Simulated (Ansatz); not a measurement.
## LiGa at 6 GPa (stress–strain coefficients): relaxed-ion elastic tensor

Method: DFT LDA, scalar-relativistic, plane waves, PAW in Ansatz 0.2.0. Plane waves to 420 eV; Γ-centred k mesh 12×12×12; Fermi-Dirac smearing of 0.15 eV. No spin polarisation.

The cell, relaxed at 6 GPa:
```xyz
4
Lattice="0.0000 2.9374 2.9374 2.9374 0.0000 2.9374 2.9374 2.9374 0.0000" Properties=species:S:1:pos:R:3 pbc="T T T"
Li    0.0000    0.0000    0.0000
Li    1.4687    1.4687    1.4687
Ga    2.9374    2.9374    2.9374
Ga    4.4061    4.4061    4.4061
```

In a metal, frequencies and elastic constants depend on the k mesh and the smearing, soft modes and shear constants most. Other phases may be more stable at this pressure.

**Question.** Give the relaxed-ion elastic constants (GPa, Voigt order xx yy zz yz xz xy, on the axes of the cell above).

**Answer.**
```
115.3  62.5  62.5   0.0   0.0   0.0
 62.5 115.3  62.5   0.0   0.0   0.0
 62.5  62.5 115.3   0.0   0.0   0.0
  0.0   0.0   0.0  82.2   0.0   0.0
  0.0   0.0   0.0   0.0  82.2   0.0
  0.0   0.0   0.0   0.0   0.0  82.2
```

**Question.** Is the crystal stable against homogeneous strain?

**Answer.** Yes: the least eigenvalue of the tensor is 52.7 GPa.

**Question.** And the moduli of a polycrystal (Hill averages)?

**Answer.** B = 80 GPa, G = 52 GPa, E = 129 GPa, ν = 0.23.

Cost: 1 run of about 1.8 core-minutes, on Arm Neoverse V2 (shared hosts).